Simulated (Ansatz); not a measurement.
**Structure relaxation, Ag**

The start is a generated cell, Ag built in the AFLOW prototype A_tP12_96_ab (as in Si). The structure is fully relaxed (lattice and positions, P = 0) with PBEsol (plane waves to 420 eV, PAW, scalar-relativistic; Ansatz, a first-principles code). The first steps use a coarse 5×5×4 k-mesh.

The start:
```
Ag
1.0
    5.46144     0.00000     0.00000
    0.00000     5.46144     0.00000
    0.00000     0.00000     6.88141
Ag
12
Cartesian
  0.46368   0.46368   0.00000
  3.19440   2.26704   1.72035
  2.26704   3.19440   5.16106
  4.99776   4.99776   3.44071
  0.95684   2.07098   1.88688
  3.68756   0.65974   6.71488
  1.77388   4.80170   3.27418
  4.50459   3.39046   5.32759
  3.39046   4.50459   1.55382
  0.65974   3.68756   0.16653
  4.80170   1.77388   3.60724
  2.07098   0.95684   4.99453
```

Task: How large is the pressure on the unrelaxed cell, and of which sign?

Result: +37.6 GPa (positive: the cell is compressed).

Task: What is the largest force in the starting geometry, and on which atom (counted from 1)?

Result: 5.27 eV/Å, on Ag1, Ag2, Ag3, Ag4 (atoms numbered as listed).

Task: How much energy is released per atom?

Result: 1.09 eV/atom.

Task: How does the volume change?

Result: +4.5 %, from 17.10 to 17.87 Å³/atom.

Task: Give the final cell and atomic positions.

Result: 
Space group P4₃2₁2 (No. 96); a = b = 5.133 Å, c = 8.136 Å, α = β = γ = 90.00°

```tsv
atom	site	symmetry	x	y	z
Ag	4a	..2	0.1444	0.1444	0.0000
Ag	8b	1	0.1417	0.2464	0.3365
```

The space group stays P4₃2₁2 (No. 96) (the run could not lower it), with 12 atoms in the primitive cell. Final values are on a 7×7×5 k-mesh of the relaxed cell. No spin polarisation in the result.

The run could not lose the symmetry of its start: the end is stationary, and may be a saddle point rather than a minimum.

The relaxed structure here is a generated cell of Ag: the first start was made by placing the elements on the sites of a structure type, and the end was not matched to a known phase here, so it may be hypothetical. Known forms of Ag include space group No. 225.
